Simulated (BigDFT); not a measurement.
A self-consistent single point of B(H)2(Br) (BBrH2) with BigDFT.

Method: BigDFT with PBE, Daubechies wavelet basis, HGH (Krack) norm-conserving potentials made for PBE, isolated boundary conditions, implicit solvent (soft-sphere cavity).

```xyz
4

B     -0.1028    -0.1518     0.0442
H      0.2491    -0.9526     0.8119
H     -1.0623    -0.3098    -0.6145
Br     0.8578     1.3660    -0.2246
```

Reference input (self-consistent single point, DFT, PBE, Daubechies wavelet basis, HGH (Krack) norm-conserving potentials made for PBE, isolated boundary conditions): basis = Daubechies wavelets; dft.hgrids = 0.33 bohr; dft.rmult = 6 8; dft.ixc = 11; potentials = built-in HGH-K PBE; boundary_conditions = free; dft.gnrm_cv = 1e-05; dft.itermax = 80; dft.idsx = 6; dft.nrepmax = 3. This run's input differs from it in these lines:

```diff
@@ -9,2 +9,6 @@
   nrepmax: 3
+psolver:
+  environment:
+    cavity: soft-sphere
+    epsilon: 24.9
 posinp:
```

Output, abridged:

```
  #------------------------------------------------------------------- Self-Consistent Cycle
 Ground State Optimization:
 - Hamiltonian Optimization: &itrp001
   - Subspace Optimization: &itrep001-01
       Wavefunctions Iterations:
       Summing up ionic density:  Yes,
 Integral of the density in the nonvacuum region:  0.2095776585281743,
 Embedded PSolver Preconditioned Conjugate Gradient Method: [
Iteration quality: {iter:  1, res:  9.74074539493084658E-04},
Iteration quality: {iter:  2, res:  4.05079414072993642E-04},
Iteration quality: {iter:  3, res:  1.54435764853933140E-04},
   [... lines left out ...]
       -  &FINAL001  { #---------------------------------------------------------- iter: 16
       Summing up ionic density:  Yes,
 Integral of the density in the nonvacuum region:  0.2139451367268682,
 Embedded PSolver Preconditioned Conjugate Gradient Method: [
Iteration quality: {iter:  1, res:  4.07704080718316280E-08},
Iteration quality: {iter:  2, res:  1.41516541754394167E-08},
Iteration quality: {iter:  3, res:  7.50892534225652386E-09}],
        Cavitation energy:  1.6490211105037511E-002,
         Repulsion energy: -5.038675615428128E-003,
        Dispersion energy: -7.1574263820484343E-003,
 iter:  16, EKS: -1.74251069626391271E+01, gnrm:  9.18E-06, D: -7.75E-09,  #FINAL
        #Eigenvalues and New Occupation Numbers
       Orbitals: [
 Last Iteration                        : *FINAL001
  #---------------------------------------------------------------------- Forces Calculation
 Total electronic charge               :  11.999999998279
   Summing up ionic density            :  Yes
   Integral of the density in the nonvacuum region:  0.2139451367268683
   Embedded PSolver Preconditioned Conjugate Gradient Method:
   - Iteration quality: {iter:  1, res:  3.72396030021317607E-08}
   - Iteration quality: {iter:  2, res:  1.35500646668673216E-08}
   - Iteration quality: {iter:  3, res:  3.49198703830744754E-09}
   Cavitation energy                   :  1.6490211105037511E-002
   [... lines left out ...]
 BigDFT infocode                       :  0
   [... lines left out ...]
 -  {B: [-1.731292552629E-02, -2.118520718451E-02, -2.570648844856E-03]} # 0001
 -  {H: [ 5.679157840296E-03, -7.875335678054E-03,  1.069925955645E-02]} # 0002
 -  {H: [-8.309641046570E-03, -9.844066461273E-04, -4.435502719211E-03]} # 0003
 -  {Br: [ 1.994340873256E-02,  3.004494950869E-02, -3.693107992387E-03]} # 0004
 Energy (Hartree)                      : -1.74251069626391271E+01
 Force Norm (Hartree/Bohr)             :  4.86587812704260061E-02
```

The run converged in 16 iterations. Against the reference run the largest force goes from 1.833 to 1.864 eV/Å.

The grid can part forces that symmetry would make equal. Forces above 1 eV/Å remain at this geometry. The geometry comes from a cheaper method or was typed, in some cases with atoms then moved at random; it is not relaxed at this level, and the species need not be a known compound.

Cost on one core: roughly 5 core-minutes.
